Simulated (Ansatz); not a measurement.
**Question.** Tl (dhcp (α-La type), P6_3/mmc) is relaxed with PBEsol (plane waves, PAW; program Ansatz). What lattice parameters of the conventional cell result?

**Answer.** a = 3.434 Å, c = 11.127 Å.

The workflow started from a Materials Project entry (that database holds measured and hypothetical structures alike). Its sites differ from those of the usual phase in this space group: another stacking or structure type. Symmetry was held in the PBEsol relaxation; whether a distortion lowers the energy is not shown. Axis ratios of metals converge slowly with the k-mesh, so a and c are less sure than the volume. Spin–orbit coupling is left out wherever it is not named.

Potentials: the later of the program's two PAW sets.
